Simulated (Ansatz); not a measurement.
Question: Each is relaxed and computed with PBEsol in the plane-wave PAW code Ansatz. Which is the only metal?
A) AlBN2, P3m1 (B on 1b, N on 1b, Al on 1c, N on 1c)
B) BaCuSF, P4/nmm (Ba on 2c, Cu on 2b, S on 2c, F on 2a)
C) Re2B, P4/nmm (Re on 2a, Re on 2c, B on 2c)
D) B4C, R-3m (B on 18h, B on 18h, C on 6c, C on 3b)

Answer: C, Re2B, P4/nmm (Re on 2a, Re on 2c, B on 2c). Re2B: metal; AlBN2: gap 4.04 eV (indirect); B4C: gap 1.46 eV (indirect); BaCuSF: gap 1.48 eV (direct). Constructed cells (a structure type filled with these elements, in neither database checked): Re2B, P4/nmm (Re on 2a, Re on 2c, B on 2c). Typed or built starts, not in the databases checked: AlBN2, P3m1 (B on 1b, N on 1b, Al on 1c, N on 1c). Standing as an ambient phase not checked: B4C, R-3m (B on 18h, B on 18h, C on 6c, C on 3b); BaCuSF, P4/nmm (Ba on 2c, Cu on 2b, S on 2c, F on 2a). All cells were relaxed under the symmetry of their starts (and spin orders); stability against distortions was not tested throughout. Named crystals with no word on spin ran without spin polarisation. Scalar-relativistic: spin–orbit coupling is off unless named, which matters more the heavier the elements.

Potentials: the earlier of the program's two PAW sets. The files were generated under PBE; for other functionals the program regenerates the frozen cores, and for LDA and PBEsol the local potential too.
